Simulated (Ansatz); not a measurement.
The geometry is COD entry 1523503, unchecked; take it as a test cell.

ZrOs: DFT, PBEsol, all-electron LAPW, scalar-relativistic (Ansatz 0.2.0).

The relaxation starts from this cell:

```xyz
2
Lattice="3.2630 0.0000 0.0000 0.0000 3.2630 0.0000 0.0000 0.0000 3.2630" Properties=species:S:1:pos:R:3 pbc="T T T"
Zr    1.6315    1.6315    1.6315
Os    0.0000    0.0000    0.0000
```

Output:

```
The last accepted step is kept in <dir> (removed where the run ends without a failure and the disk answers)
LAPW: plane waves up to 8.101 Å⁻¹, error target 1.0e-3 eV per atom; small_component_spin mean_spin; Zr in spheres of 1.313 Å, 30 of its electrons in bands, Dirac shells []; Os in spheres of 1.428 Å, 40 of its electrons in bands, Dirac shells []
Engine: ansatz 0.2.0
Pseudopotentials: kind: all_electron
Pseudopotential: Zr, LAPW, valence charge 30, Koelling and Harmon's equation, gaussian nucleus
Pseudopotential: Os, LAPW, valence charge 40, Koelling and Harmon's equation, gaussian nucleus
Functional definition: PBEsol
  exchange = pbesol_x
  correlation = pbesol_c
Crystal: 2 atoms, lattice volume = 34.742 Å³
Basis set: ecut = 250.06165453678207 eV, 305 PW (Γ), exchange–correlation at level 2
Bands: 42, of which v1, the nominal top of the filled ones, is band 35 counted from 1 (34 counted from 0)
Symmetry: 48 space group operations
Space group: Pm-3m (ITA 221), of the structure as read, at distance tolerance 3.3e-5 Å
k-points: 56 of 1000
Non-local potential: Zr, projectors of the file, none
Non-local potential: Os, projectors of the file, none
Initial density: superposition of atomic densities (chi_scale 0.1, normalization cell, long waves kept (reshape's long-wave potential 0.00 eV rms))
Initial wavefunctions: plane waves of lowest kinetic energy (no species holds an atomic orbital)
Functional: x = pbesol(κ = 0.804, μ = 0.12345679012345678), c = pbesol(β = 0.046)
iter 1 solved again at ethr=4.31e-4 eV; its pass at ethr=1.00e-1 eV (dr2=3.02e-1 eV) is discarded
SCF iter   1: F=—  HF=-567165.697132 eV  |F-HF|=—  |Δ(HF+E_count)|=         —  Δρ=2.82e-2  dr2=3.02e-1  ethr=4.31e-4  ⟨swp⟩=2.6  Hψ=14697  notcnv=0
preconditioner: auto → Resta (q_TF=auto, 3.066 Å⁻¹)  ε∞=4.0  [insulator: Δε(μ)=0.256 eV  Ē_g=15.351 eV  σ=0.050 eV  W_gap=0.74  n_scr=18 (ndim 8)  ℏωp=26.7 eV  f_vac=0.000  D(μ)=0.16/eV (n_scr^D=0)  ε∞_Penn≈4.0]
SCF iter   2: F=—  HF=-567165.475916 eV  |F-HF|=—  |Δ(HF+E_count)|=   2.21e-1  Δρ=1.77e-2  dr2=1.82e-1  ethr=4.31e-4  ⟨swp⟩=2.0  Hψ=7403  notcnv=0
SCF iter   3: F=—  HF=-567165.483734 eV  |F-HF|=—  |Δ(HF+E_count)|=   7.82e-3  Δρ=1.28e-2  dr2=7.44e-2  ethr=2.60e-4  ⟨swp⟩=2.0  Hψ=7159  notcnv=0
SCF iter   4: F=—  HF=-567165.430931 eV  |F-HF|=—  |Δ(HF+E_count)|=   5.28e-2  Δρ=5.51e-3  dr2=1.60e-2  ethr=1.06e-4  ⟨swp⟩=2.0  Hψ=6716  notcnv=0
iter 5 solved again at ethr=7.79e-7 eV; its pass at ethr=2.29e-5 eV (dr2=5.45e-4 eV) is discarded
SCF iter   5: F=—  HF=-567165.430629 eV  |F-HF|=—  |Δ(HF+E_count)|=         —  Δρ=1.38e-3  dr2=5.46e-4  ethr=7.79e-7  ⟨swp⟩=2.0  Hψ=11834  notcnv=0
the basis was enlarged: its passes take 570.0 KiB over the memory plan, 1 of 1 planned eigensolver slots
SCF iter   6: F=—  HF=-567165.430566 eV  |F-HF|=—  |Δ(HF+E_count)|=   6.26e-5  Δρ=4.85e-4  dr2=8.09e-5  ethr=7.79e-7  ⟨swp⟩=2.0  Hψ=7012  notcnv=0
SCF iter   7: F=—  HF=-567165.430539 eV  |F-HF|=—  |Δ(HF+E_count)|=   2.72e-5  Δρ=1.60e-4  dr2=1.07e-5  ethr=1.16e-7  ⟨swp⟩=2.0  Hψ=7012  notcnv=0
SCF iter   8: F=—  HF=-567165.430536 eV  |F-HF|=—  |Δ(HF+E_count)|=   2.70e-6  Δρ=6.12e-5  dr2=1.47e-6  ethr=1.53e-8  ⟨swp⟩=2.0  Hψ=7012  notcnv=0
SCF iter   9: F=-567165.430536 eV  HF=-567165.430536 eV  |F-HF|=6.98e-10  |Δ(HF+E_count)|=   1.30e-7  Δρ=5.23e-6  dr2=9.22e-9  ethr=2.10e-9  ⟨swp⟩=2.0  Hψ=7012  notcnv=0
SCF 1 converged in 9 iterations: F = -567165.430536 eV  dr2 = 9.22e-9
relax step   1: F+E_penalty+E_count = -567165.43053635 eV  Δ(F+E_penalty+E_count) = +0.000e0 eV  max|allowed force component| = 2.958e-30 eV/Å  Δτ_max = 0.0000 Å  P = -3.418 GPa  Ω = 34.742 Å³  (9 SCF iters, accepted)
Crystal: 2 atoms, lattice volume = 32.588 Å³
Basis set: ecut = 260.9634728771949 eV, 305 PW (Γ), exchange–correlation at level 2
Initial density: handed on by an earlier stage of this run
Initial wavefunctions: those handed on with the density
iter 1 solved again at ethr=1.09e-5 eV; its pass at ethr=1.00e-1 eV (dr2=7.65e-3 eV) is discarded
SCF iter   1: F=—  HF=-567165.380203 eV  |F-HF|=—  |Δ(HF+E_count)|=         —  Δρ=3.41e-3  dr2=7.59e-3  ethr=1.09e-5  ⟨swp⟩=3.9  Hψ=11830  notcnv=0
preconditioner: auto → Resta (q_TF=auto, 3.099 Å⁻¹)  ε∞=4.0  [insulator: Δε(μ)=0.245 eV  Ē_g=15.809 eV  σ=0.050 eV  W_gap=0.70  n_scr=18 (ndim 8)  ℏωp=27.6 eV  f_vac=0.000  D(μ)=0.31/eV (n_scr^D=0)  ε∞_Penn≈4.0]
SCF iter   2: F=—  HF=-567165.379275 eV  |F-HF|=—  |Δ(HF+E_count)|=   9.28e-4  Δρ=2.33e-3  dr2=2.78e-3  ethr=1.08e-5  ⟨swp⟩=2.0  Hψ=7004  notcnv=0
SCF iter   3: F=—  HF=-567165.377632 eV  |F-HF|=—  |Δ(HF+E_count)|=   1.64e-3  Δρ=7.44e-4  dr2=3.22e-4  ethr=3.98e-6  ⟨swp⟩=2.0  Hψ=7004  notcnv=0
iter 4 solved again at ethr=2.66e-8 eV; its pass at ethr=4.60e-7 eV (dr2=1.86e-5 eV) is discarded
SCF iter   4: F=—  HF=-567165.377522 eV  |F-HF|=—  |Δ(HF+E_count)|=   1.10e-4  Δρ=2.23e-4  dr2=1.86e-5  ethr=2.66e-8  ⟨swp⟩=2.0  Hψ=11823  notcnv=0
SCF iter   5: F=—  HF=-567165.377515 eV  |F-HF|=—  |Δ(HF+E_count)|=   6.54e-6  Δρ=7.85e-5  dr2=2.12e-6  ethr=2.66e-8  ⟨swp⟩=2.0  Hψ=7004  notcnv=0
SCF iter   6: F=—  HF=-567165.377515 eV  |F-HF|=—  |Δ(HF+E_count)|=   1.06e-7  Δρ=2.23e-5  dr2=1.59e-7  ethr=3.03e-9  ⟨swp⟩=2.0  Hψ=7004  notcnv=0
SCF iter   7: F=-567165.377515 eV  HF=-567165.377515 eV  |F-HF|=7.57e-8  |Δ(HF+E_count)|=   3.41e-8  Δρ=9.72e-6  dr2=5.25e-8  ethr=2.27e-10  ⟨swp⟩=2.0  Hψ=7004  notcnv=0
SCF 2 converged in 7 iterations: F = -567165.377515 eV  dr2 = 5.25e-8
relax step   2: F+E_penalty+E_count = -567165.37751516 eV  Δ(F+E_penalty+E_count) = +5.302e-2 eV  max|allowed force component| = 2.630e-31 eV/Å  Δτ_max = 0.0000 Å  P = +12.138 GPa  Ω = 32.588 Å³  (7 SCF iters, rejected (line search))
Crystal: 2 atoms, lattice volume = 34.244 Å³
Basis set: ecut = 252.4770574751633 eV, 305 PW (Γ), exchange–correlation at level 2
iter 1 solved again at ethr=6.55e-6 eV; its pass at ethr=1.00e-1 eV (dr2=4.59e-3 eV) is discarded
SCF iter   1: F=—  HF=-567165.437886 eV  |F-HF|=—  |Δ(HF+E_count)|=         —  Δρ=2.54e-3  dr2=4.56e-3  ethr=6.55e-6  ⟨swp⟩=3.9  Hψ=11818  notcnv=0
preconditioner: auto → Resta (q_TF=auto, 3.074 Å⁻¹)  ε∞=4.0  [insulator: Δε(μ)=0.203 eV  Ē_g=15.465 eV  σ=0.050 eV  W_gap=0.71  n_scr=18 (ndim 8)  ℏωp=26.9 eV  f_vac=0.000  D(μ)=0.20/eV (n_scr^D=0)  ε∞_Penn≈4.0]
SCF iter   2: F=—  HF=-567165.437502 eV  |F-HF|=—  |Δ(HF+E_count)|=   3.84e-4  Δρ=1.89e-3  dr2=2.04e-3  ethr=6.51e-6  ⟨swp⟩=2.0  Hψ=7011  notcnv=0
SCF iter   3: F=—  HF=-567165.436380 eV  |F-HF|=—  |Δ(HF+E_count)|=   1.12e-3  Δρ=5.84e-4  dr2=2.16e-4  ethr=2.92e-6  ⟨swp⟩=2.0  Hψ=7011  notcnv=0
iter 4 solved again at ethr=1.57e-8 eV; its pass at ethr=3.09e-7 eV (dr2=1.10e-5 eV) is discarded
SCF iter   4: F=—  HF=-567165.436308 eV  |F-HF|=—  |Δ(HF+E_count)|=   7.21e-5  Δρ=1.67e-4  dr2=1.10e-5  ethr=1.57e-8  ⟨swp⟩=2.0  Hψ=11831  notcnv=0
SCF iter   5: F=—  HF=-567165.436304 eV  |F-HF|=—  |Δ(HF+E_count)|=   4.04e-6  Δρ=6.01e-5  dr2=1.32e-6  ethr=1.57e-8  ⟨swp⟩=2.0  Hψ=7011  notcnv=0
SCF iter   6: F=—  HF=-567165.436303 eV  |F-HF|=—  |Δ(HF+E_count)|=   8.54e-8  Δρ=1.78e-5  dr2=1.17e-7  ethr=1.88e-9  ⟨swp⟩=2.0  Hψ=7011  notcnv=0
SCF iter   7: F=-567165.436303 eV  HF=-567165.436303 eV  |F-HF|=5.15e-8  |Δ(HF+E_count)|=   1.63e-9  Δρ=7.65e-6  dr2=3.50e-8  ethr=1.67e-10  ⟨swp⟩=2.0  Hψ=7011  notcnv=0
SCF 3 converged in 7 iterations: F = -567165.436303 eV  dr2 = 3.50e-8
relax step   3: F+E_penalty+E_count = -567165.43630337 eV  Δ(F+E_penalty+E_count) = -5.767e-3 eV  max|allowed force component| = 7.889e-31 eV/Å  Δτ_max = 0.0000 Å  P = -0.258 GPa  Ω = 34.244 Å³  (7 SCF iters, accepted)
Crystal: 2 atoms, lattice volume = 34.204 Å³
Basis set: ecut = 252.67373713368687 eV, 305 PW (Γ), exchange–correlation at level 2
iter 1 solved again at ethr=4.26e-9 eV; its pass at ethr=1.00e-1 eV (dr2=2.98e-6 eV) is discarded
SCF iter   1: F=—  HF=-567165.436337 eV  |F-HF|=—  |Δ(HF+E_count)|=         —  Δρ=5.68e-5  dr2=2.28e-6  ethr=4.26e-9  ⟨swp⟩=4.8  Hψ=11975  notcnv=0
preconditioner: auto → Resta (q_TF=auto, 3.074 Å⁻¹)  ε∞=9.3  [insulator: Δε(μ)=0.187 eV  Ē_g=7.626 eV  σ=0.050 eV  W_gap=0.67  n_scr=18 (ndim 8)  ℏωp=22.0 eV  f_vac=0.000  D(μ)=0.21/eV (n_scr^D=0)  ε∞_Penn≈9.3]
SCF iter   2: F=—  HF=-567165.436335 eV  |F-HF|=—  |Δ(HF+E_count)|=   1.38e-6  Δρ=3.25e-5  dr2=5.34e-7  ethr=3.26e-9  ⟨swp⟩=2.0  Hψ=7011  notcnv=0
SCF iter   3: F=—  HF=-567165.436335 eV  |F-HF|=—  |Δ(HF+E_count)|=   3.75e-7  Δρ=1.48e-5  dr2=1.50e-7  ethr=7.63e-10  ⟨swp⟩=2.0  Hψ=7011  notcnv=0
iter 4 solved again at ethr=1.88e-11 eV; its pass at ethr=2.15e-10 eV (dr2=1.32e-8 eV) is discarded
SCF iter   4: F=-567165.436335 eV  HF=-567165.436335 eV  |F-HF|=5.01e-9  |Δ(HF+E_count)|=   4.66e-8  Δρ=4.88e-6  dr2=1.32e-8  ethr=1.88e-11  ⟨swp⟩=2.0  Hψ=11831  notcnv=0
SCF 4 converged in 4 iterations: F = -567165.436335 eV  dr2 = 1.32e-8
relax step   4: F+E_penalty+E_count = -567165.43633485 eV  Δ(F+E_penalty+E_count) = -3.148e-5 eV  max|allowed force component| = 2.498e-30 eV/Å  Δτ_max = 0.0000 Å  P = +0.006 GPa  Ω = 34.204 Å³  (4 SCF iters, accepted)
iter 1 solved again at ethr=1.54e-10 eV; its pass at ethr=1.00e-1 eV (dr2=1.08e-7 eV) is discarded
SCF iter   1: F=—  HF=-567165.436336 eV  |F-HF|=—  |Δ(HF+E_count)|=         —  Δρ=4.20e-6  dr2=7.94e-9  ethr=1.54e-10  ⟨swp⟩=6.2  Hψ=14235  notcnv=0
SCF iter   2: F=-567165.436335 eV  HF=-567165.436335 eV  |F-HF|=8.38e-9  |Δ(HF+E_count)|=   1.01e-6  Δρ=3.91e-6  dr2=1.03e-8  ethr=1.13e-11  ⟨swp⟩=3.0  Hψ=7258  notcnv=0
SCF 5 converged in 2 iterations: F = -567165.436335 eV  dr2 = 1.03e-8
relax step   5: F+E_penalty+E_count = -567165.43633476 eV  Δ(F+E_penalty+E_count) = +9.348e-8 eV  max|allowed force component| = 1.118e-30 eV/Å  Δτ_max = 0.0000 Å  P = +0.006 GPa  Ω = 34.204 Å³  stress off target by 6.21e-3 GPa  SCF on the basis re-selected at this cell (its energy is not comparable with the rows above)  (2 SCF iters)
basis re-selected at this cell: Δ(F+E_penalty+E_count) = +9.348e-8 eV, ΔP = -0.000 GPa vs the last step (what re-selecting the basis moved, after the strain that the cell walked since its last selection, with what the two solves' SCF thresholds leave and, on support functions, any second-order correction that the steps lacked; it is no measure of the basis error at this ecutwfc). This SCF's stress stands 6.21e-3 GPa from its target on what of the cell is left free (relax.cell.stress_tol is 5.00e-2 GPa) and its largest allowed force component is 1.12e-30 eV/Å (relax.f_tol is 5.00e-3 eV/Å): within both
SCF converged after 2 iterations
Free energy (F): -567165.436335 eV
Harris-Foulkes:  -567165.436335 eV  (|F-HF|=8.38e-9)
Internal energy: -567165.434456 eV  (E = F + TS)
E sigma→0 (E₀):  -567165.435395 eV
Entropy (-TS):   -0.001879 eV (-0.940 meV/atom)
Fermi energy:    24.001711 eV
--- Per-component energies (eV) ---
  E_band       = -6723.287591
  E_kinetic    = 630198.757077
  E_xc         = -12180.603485
  E_electrostatic = -1185183.588048  (all electrons and nuclei)
  E_smearing   = -0.001879  (= −TS)
  E_closure    = 0.000000  (closes the sum)
  E_atoms      = -567144.549680  (free atoms, spherical and without spin; not in F)
  Σ components = -567165.436335   (vs F -567165.436335, Δ=0.00e0)
  Basis errors (estimates in eV, not in F): energy 2.6e-4 per atom: plane waves 2.2e-4 (1.2e-4 summed), levels above the bands 1.6e-71, relativity 3.3e-8, radial functions 3.5e-5, core shells 2.0e-7; eigenvalues (radial functions only) 1.5e-6; not estimated: angular momenta, meshes, grids; target (lapw.basis_error) 1.0e-3; muffin-tin radii Zr 1.306 Å, Os 1.421 Å
--- Forces (eV/Å), atoms counted from 1 ---
  atom   1  Zr    -0.00000000     0.00000000     0.00000000
  atom   2  Os    -0.00000000    -0.00000000     0.00000000
  max |Σ_I F_I| component: 1.45e-30 eV/Å
--- Stress (GPa, compression-positive) ---
        0.006206      -0.000000       0.000000
       -0.000000       0.006206       0.000000
        0.000000       0.000000       0.006206
  P = ⅓ Tr σ = 0.0062 GPa (0.062 kbar)
--- Relaxed structure (4 steps of the walk, 3 accepted, 1 SCFs on fresh bases) ---
  F+E_penalty+E_count = -567165.43633476 eV   max|allowed force component| = 1.118e-30 eV/Å   (the final SCF, on the basis selected at the relaxed cell)
  cell:  # Å, volume = 34.2044 Å³
    - [3.246090114560881, -2.537813937135264e-34, -6.419766481290786e-35]
    - [-2.537813937135264e-34, 3.246090114560881, 1.6049416203226965e-35]
    - [-1.2839532962581572e-34, 1.6049416203226965e-35, 3.246090114560881]
  atoms:
    - { symbol: Zr, position: [0.49999999999999994, 0.49999999999999994, 0.49999999999999994] }
    - { symbol: Os, position: [1.2581570930743526e-48, 1.2581570930743526e-48, -6.989761628190847e-50] }
```
